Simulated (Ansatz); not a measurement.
The elements of this relaxed trial crystal are hidden behind letters.

```
lattice vectors (Å)
   4.3563    0.0000    0.0000
   0.0000    4.3563    0.0000
   0.0000    0.0000    4.3563
fractional positions
X 0.0000 0.0000 0.0000
Z 0.5000 0.5000 0.0000
Z 0.0000 0.5000 0.5000
Z 0.5000 0.0000 0.5000
Q 0.0000 0.0000 0.5000
Q 0.5000 0.0000 0.0000
Q 0.0000 0.5000 0.0000
Q 0.5000 0.5000 0.5000
```

Level of theory: Ansatz, DFT PBE, scalar-relativistic, plane waves, PAW. The final run on the 8-atom cell used 420 eV, a Γ-centred 10×10×10 mesh, 0.10 eV smearing and no spin polarisation.

```
Space group                                 : Pm-3m (No. 221)
Conventional cell                           : a = 4.356 Å
Volume per atom                             : 10.33 Å³
Density                                     : 5.84 g/cm³
Formation energy                            : −1.65 eV/atom
Gap on the 10×10×10 mesh of the 8-atom cell : 0 eV (a metal)
```

Energies are uncorrected and count from the elements' standard states at the same level.

**Question.** X is a d-block element of period 5, Z is a d-block element of period 4 and Q is a p-block element of period 2. Which elements are they?

**Answer.** X = Zr, Z = Ti, Q = N, so the formula is ZrTi3N4. Density times volume gives a mean mass of 5.84 × 10.33/1.6605 = 36.3 u per atom, and this set has 36.4 u. Around Zr lie 6 N at 2.18 Å and 12 Ti at 3.08 Å; Ti has 6 N at 2.18 Å, 4 Zr at 3.08 Å and 8 Ti at 3.08 Å; N on a site of symmetry 4/mmm is surrounded by 2 Zr at 2.18 Å and 4 Ti at 2.18 Å; 1 more site not described. Other sets within the hints have nearly the same mass, so mass alone doesn't settle it; this one was computed.

A later test with randomly moved atoms came back to the same energy, though modes that don't fit the test's cell weren't probed.
